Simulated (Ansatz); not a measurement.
# Computed properties of GeB2W2

GeB2W2:
```
CELL_PARAMETERS angstrom
      3.13841     0.00000     0.00000
     -1.56920     2.71794     0.00000
      0.00000     0.00000     6.75335
ATOMIC_POSITIONS crystal
  W  0.33333 0.66667 0.71825
  W  0.33333 0.66667 0.28175
  Ge 0.00000 0.00000 0.00000
  B  0.00000 0.00000 0.50000
  B  0.66667 0.33333 0.50000
```

Space group P-6m2 (No. 187); conventional cell a = 3.1384 Å, b = 3.1384 Å, c = 6.7533 Å, α = 90.00°, β = 90.00°, γ = 120.00°.

Method: r²SCAN in the plane-wave PAW code Ansatz. Geometry: relaxed at this level of theory. Other levels are named where they apply.

### Cell and energy

Volume per atom: 11.52 Å³
Density: 13.32 g/cm³
Formation energy from the elements (no fitted shifts): -0.066 eV/atom

### Electronic structure

Electronic character: metallic (no gap)
Density of states at the Fermi level: 0.47 states/eV per atom (mean over ±0.08 eV)
Gap with spin–orbit coupling: none (metallic)

### Mechanics

- Bulk modulus (Birch–Murnaghan fit) = 267 GPa
- Pressure derivative B′ = 4.6

### Charges

- Bader charges = W +0.83, Ge -0.46, B -0.61 to -0.58 e

The start of the workflow was typed in or built on a structure type; neither database checked (COD, Materials Project) lists it. Whether it is the stable phase at ambient conditions was not checked. The r²SCAN relaxation kept the symmetry of its start; its stability against distortions is not shown here. The run is not spin-polarised. The references are the lowest solids computed at this level, not always the standard phases. Spin–orbit coupling is left out wherever it is not named.

Potentials: the earlier of the program's two PAW sets.
